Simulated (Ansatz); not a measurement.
CuCl:
```xyz
4
Lattice="3.7174 0.0000 0.0000 -1.8587 3.2193 0.0000 0.0000 0.0000 6.1814" Properties=species:S:1:pos:R:3 pbc="T T T"
Cu     0.0000     2.1462     0.0532
Cu     1.8587     1.0731     3.1439
Cl     0.0000     2.1462     2.3267
Cl     1.8587     1.0731     5.4174
```

x, y and z are the axes in which the lattice vectors are written.

Q: Give the proper piezoelectric stress tensor with relaxed ions from PBEsol in the plane-wave PAW code Ansatz.

A: In C/m², rows x, y, z, Voigt columns; mesh uncertainty up to 0.01.
```
 0.00   0.00   0.00   0.00  -0.20   0.00
 0.00   0.00   0.00  -0.20   0.00   0.00
-0.26  -0.26   0.51   0.00   0.00   0.00
```

The elastic tensor of the same run (GPa):

|  | 1 | 2 | 3 | 4 | 5 | 6 |
|---|---|---|---|---|---|---|
| 1 | 73.9 | 53.9 | 52.7 | 0.0 | 0.0 | 0.0 |
| 2 | 53.9 | 73.9 | 52.7 | 0.0 | 0.0 | 0.0 |
| 3 | 52.7 | 52.7 | 95.9 | 0.0 | 0.0 | 0.0 |
| 4 | 0.0 | 0.0 | 0.0 | 10.4 | 0.0 | 0.0 |
| 5 | 0.0 | 0.0 | 0.0 | 0.0 | 10.4 | 0.0 |
| 6 | 0.0 | 0.0 | 0.0 | 0.0 | 0.0 | 10.0 |

Q: Convert to strain constants d = e·S.

A: In pC/N:
```
  0.0    0.0    0.0    0.0  -18.9    0.0
  0.0    0.0    0.0  -18.9    0.0    0.0
 -7.7   -7.7   13.7    0.0    0.0    0.0
```

Space group P6_3mc (wurtzite). The workflow started from an entry of the Crystallography Open Database (COD), which files this formula under 2 space groups. It is not the phase usual at ambient conditions (space group No. 216). Symmetry was held in the PBEsol relaxation; of distortions, only those at the zone centre were tested. No spin polarisation was allowed.

Potentials: the later of the program's two PAW sets.
